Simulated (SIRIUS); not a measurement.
**Refining one setting for Sb (R-3m, 2 atoms in the cell; from Materials Project mp-104, lattice scaled a little)**

```yaml
crystal:
  lattice:
    - [2.16923, 1.25240, 3.81609]
    - [-2.16923, 1.25240, 3.81609]
    - [0.00000, -2.50481, 3.81609]
  atoms:
    - { symbol: Sb, position: [0.26826, 0.26826, 0.26826] }
    - { symbol: Sb, position: [0.73174, 0.73174, 0.73174] }
```

Computed with PBEsol, FP-LAPW (LAPW with two local orbitals a valence shell; core below -3 Ha), all-electron full potential with ZORA scalar-relativistic valence and Dirac core in SIRIUS.

Spin-orbit coupling is left out, which matters for bands and gaps with elements this heavy. The structure comes from a collection of computed structures, made at another level of theory; the collection holds predicted forms beside known ones. Its lattice was then scaled. Values depend on the basis (sphere radii, cutoffs, local orbitals), which need not be converged.

Held fixed: basis = LAPW with two local orbitals a valence shell, core below -3 Ha; unit_cell.atom_type_rmt = {Sb: 2.4} bohr; parameters.xc_functionals = [XC_GGA_X_PBE_SOL, XC_GGA_C_PBE_SOL]; parameters.aw_cutoff = 7; parameters.pw_cutoff = 16 1/bohr; parameters.shiftk = 1 1 1; parameters.smearing = fermi_dirac; parameters.smearing_width = 0.00367493 Ha; parameters.electronic_structure_method = full_potential_lapwlo; parameters.lmax_apw = 8; parameters.lmax_rho = 8; parameters.lmax_pot = 8; parameters.auto_rmt = 0; parameters.num_fv_states = 19; parameters.num_mag_dims = 0; parameters.num_dft_iter = 100; parameters.energy_tol = 1e-07 Ha; parameters.density_tol = 1e-06; mixer.type = anderson.

ΔF is the free energy per atom less that of the last row (18 18 18).

The series runs over parameters.ngridk = 1 1 1; 2 2 2; 3 3 3; 4 4 4; 5 5 5; 6 6 6; 8 8 8; 9 9 9; 10 10 10; 12 12 12; 15 15 15; 18 18 18.

Question: From which setting on does the energy stay within 1 meV/atom of the last one?

Answer: From parameters.ngridk = 12 12 12 on; the one before it is off by 3.4 meV/atom.

| parameters.ngridk | ΔF (meV/atom) | largest force (eV/Å) | largest change of a force vector from the last row (eV/Å) | k-points | basis size |
|---|---|---|---|---|---|
| 1 1 1 | 4545.9 | 5.090 | 5.316 | 1 | 208 |
| 2 2 2 | -169.6 | 0.403 | 0.177 | 2 | 215 |
| 3 3 3 | -12.2 | 0.407 | 0.633 | 6 | 218 |
| 4 4 4 | -30.3 | 0.041 | 0.266 | 10 | 218 |
| 5 5 5 | -19.8 | 0.065 | 0.160 | 19 | 215 |
| 6 6 6 | -16.4 | 0.160 | 0.066 | 28 | 216 |
| 8 8 8 | -8.0 | 0.205 | 0.021 | 60 | 218 |
| 9 9 9 | -3.8 | 0.217 | 0.009 | 85 | 218 |
| 10 10 10 | -3.4 | 0.222 | 0.004 | 110 | 219 |
| 12 12 12 | -0.82 | 0.231 | 0.006 | 182 | 218 |
| 15 15 15 | 0.56 | 0.229 | 0.004 | 344 | 218 |
| 18 18 18 | 0.00 | 0.225 | 0.000 | 570 | 219 |
